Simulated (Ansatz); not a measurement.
RuW:
```xyz
2
Lattice="2.7672 0.0000 0.0000 -1.3836 2.3964 0.0000 0.0000 0.0000 4.4386" Properties=species:S:1:pos:R:3 pbc="T T T"
Ru     0.0000     0.0000     2.2193
W      1.3836     0.7988     0.0000
```

Relaxed with r²SCAN. Special points in fractions of this cell's reciprocal vectors: Γ (0.000, 0.000, 0.000); M (0.500, 0.000, 0.000); K (0.333, 0.333, 0.000); A (0.000, 0.000, 0.500); L (0.500, 0.000, 0.500); H (0.333, 0.333, 0.500).

### Question
List the band energies nearest the Fermi level at these points for plane-wave PAW r²SCAN with spin–orbit coupling (Ansatz code).

### Answer
In eV from the Fermi level; about four levels below and three above (degenerate sets whole), none deeper than 8.9 eV; points with the same levels are listed once.

| k | below | above |
|---|---|---|
| Γ | -0.47 -0.47 -0.21 -0.21 | 0.27 0.27 1.13 1.13 |
| M | -1.11 -1.11 -0.32 -0.32 | 1.80 1.80 4.38 4.38 |
| K | -2.56 -2.47 -1.46 -1.24 | 0.03 0.18 2.26 |
| A | -1.49 -1.49 -1.22 -1.22 | 1.44 1.44 1.70 1.70 |
| L | -3.71 -3.71 -0.79 -0.79 | 0.72 0.72 1.42 1.42 |
| H | -2.44 -1.59 -1.35 -0.09 | 0.12 0.24 0.32 |

Space group P-6m2. The workflow started from a Materials Project entry (that database holds measured and hypothetical structures alike); the Crystallography Open Database copy checked does not list it. With Ru and W taken as one species the cell has the higher symmetry P6_3/mmc, so it may be an ordered model of a mixed-site phase. Its standing as an ambient phase is unchecked. Symmetry was held in the r²SCAN relaxation; its stability against distortions is not shown here. The run is not spin-polarised.

Potentials: the later of the program's two PAW sets.
